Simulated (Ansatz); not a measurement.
Starting cell, GaP (zinc blende):

```
CELL_PARAMETERS angstrom
      0.00000     5.45138     5.45138
      2.72569     0.00000     2.72569
      2.72569     2.72569     0.00000
ATOMIC_POSITIONS crystal
  P  0.37500 0.75000 0.75000
  P  0.87500 0.75000 0.75000
  Ga 0.00000 0.00000 0.00000
  Ga 0.50000 0.00000 0.00000
```

In each cell atom 4 (Ga, nearest neighbour P at 2.361 Å; its periodic images, 3.9 Å or more away, move with it) moves by s·(-0.577, 0.577, 0.577) (towards the nearest neighbour), the rest being held.

Computed with r2SCAN (plane waves to 500 eV, PAW, scalar-relativistic; Ansatz, an electronic-structure program). k mesh 4×8×8 (Γ-centred), Fermi-Dirac smearing 0.05 eV. Energies are smeared free energies. GaP was relaxed with its symmetry unable to fall. ΔE is measured from the undisplaced structure.

Successive frames, forces in eV/Å:

```json
[
 {"frame": "s = 0.240 Å", "ΔE (eV/cell)": "0.452", "F on P1": "(-0.671, 0.671, 0.671)", "F on P2": "(-1.483, 1.483, 1.483)", "F on Ga3": "(-0.299, 0.299, 0.299)", "F on Ga4": "(2.452, -2.452, -2.452)"},
 {"frame": "s = 0.192 Å", "ΔE (eV/cell)": "0.275", "F on P1": "(-0.530, 0.530, 0.530)", "F on P2": "(-1.054, 1.054, 1.054)", "F on Ga3": "(-0.237, 0.237, 0.237)", "F on Ga4": "(1.821, -1.821, -1.821)"},
 {"frame": "s = 0.144 Å", "ΔE (eV/cell)": "0.147", "F on P1": "(-0.391, 0.391, 0.391)", "F on P2": "(-0.703, 0.703, 0.703)", "F on Ga3": "(-0.176, 0.176, 0.176)", "F on Ga4": "(1.269, -1.269, -1.269)"},
 {"frame": "s = 0.096 Å", "ΔE (eV/cell)": "0.062", "F on P1": "(-0.254, 0.254, 0.254)", "F on P2": "(-0.416, 0.416, 0.416)", "F on Ga3": "(-0.116, 0.116, 0.116)", "F on Ga4": "(0.787, -0.787, -0.787)"}
]
```

Problem. What are the energy and the forces in the next frame, s = 0.048 Å?

Solution. ΔE (eV/cell) = 0.015.

```json
[
 {"atom": "P1", "Fx": "-0.123", "Fy": "0.123", "Fz": "0.123"},
 {"atom": "P2", "Fx": "-0.185", "Fy": "0.185", "Fz": "0.185"},
 {"atom": "Ga3", "Fx": "-0.058", "Fy": "0.058", "Fz": "0.058"},
 {"atom": "Ga4", "Fx": "0.366", "Fy": "-0.366", "Fz": "-0.366"}
]
```

(A displaced cell: forces are minus the slopes of the energy, force constants its curvatures, and phonons follow from these.)
